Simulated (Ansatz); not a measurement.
HfO₂:
```cif
data_HfO2
_chemical_formula_sum 'Hf1 O2'
_space_group_name_H-M_alt 'P 1'
_space_group_IT_number 1
_cell_length_a 3.53679
_cell_length_b 3.53679
_cell_length_c 3.53679
_cell_angle_alpha 60.000
_cell_angle_beta 60.000
_cell_angle_gamma 60.000
loop_
_space_group_symop_operation_xyz
  'x, y, z'
loop_
_atom_site_label
_atom_site_type_symbol
_atom_site_fract_x
_atom_site_fract_y
_atom_site_fract_z
_atom_site_occupancy
Hf1 Hf 0.00000 0.00000 0.00000 1
O1 O 0.75000 0.75000 0.75000 1
O2 O 0.25000 0.25000 0.25000 1
```

Relaxed with LDA.

Q: Decompose the optical modes at the zone centre into irreducible representations, and say which are infrared and Raman allowed.

A: Point group m-3m: Γ_opt = T1u + T2g. Infrared: T1u. Raman: T2g.

Q: Assign frequencies (DFPT, LDA in the plane-wave PAW code Ansatz; without the LO–TO term).

A: T1u 248, T2g 596 cm⁻¹.

Space group Fm-3m (fluorite). This is a known high-temperature phase of the composition, computed here at zero pressure and temperature. The cell was relaxed with LDA under the symmetry of its start. At this level the phase is dynamically unstable (imaginary phonons). The run is not spin-polarised. Spin–orbit coupling is left out wherever it is not named.

Potentials: the earlier of the program's two PAW sets. The files were generated under PBE; for other functionals the program regenerates the frozen cores, and for LDA and PBEsol the local potential too.
